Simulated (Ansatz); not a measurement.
Space group P6_3/mmc (No. 194). a = 4.006 Å, b = 4.006 Å, c = 17.002 Å, α = 90.00°, β = 90.00°, γ = 120.00°
```csv
atom,site,symmetry,x,y,z
In,4f,3m.,0.3333,0.6667,0.1683
Se,4f,3m.,0.3333,0.6667,0.5931
```

Equation of state of this InSe structure (not necessarily the ground state), with shape and atoms relaxed at each volume where symmetry leaves them free. Theory: DFT PBEsol, scalar-relativistic, plane waves, PAW (Ansatz).

Plane waves to 420 eV, a k mesh through Γ of 12×12×2 on the computed 8-atom cell and Gaussian smearing (0.02 eV); no spin polarisation.

```json
{"V (Å³/atom)": "27.763", "E − E(largest V) (meV/atom)": "4.42", "P (GPa)": "1.61", "gap on mesh (eV)": "0.44"}
{"V (Å³/atom)": "28.649", "E − E(largest V) (meV/atom)": "-1.66", "P (GPa)": "0.64", "gap on mesh (eV)": "0.40"}
{"V (Å³/atom)": "29.535", "E − E(largest V) (meV/atom)": "-3.29", "P (GPa)": "0.00", "gap on mesh (eV)": "0.43"}
{"V (Å³/atom)": "30.421", "E − E(largest V) (meV/atom)": "-2.20", "P (GPa)": "-0.35", "gap on mesh (eV)": "0.52"}
{"V (Å³/atom)": "31.307", "E − E(largest V) (meV/atom)": "0.00", "P (GPa)": "-0.42", "gap on mesh (eV)": "0.71"}
```

Problem. Fit a third-order Birch–Murnaghan equation to E(V).

Solution. V0 = 29.53 Å³/atom, B0 = 16 GPa, B0' = 20.1. B0' is unusual or poorly fixed by this range.

The cell holds layers, and where no dispersion correction was added their binding is poorly described.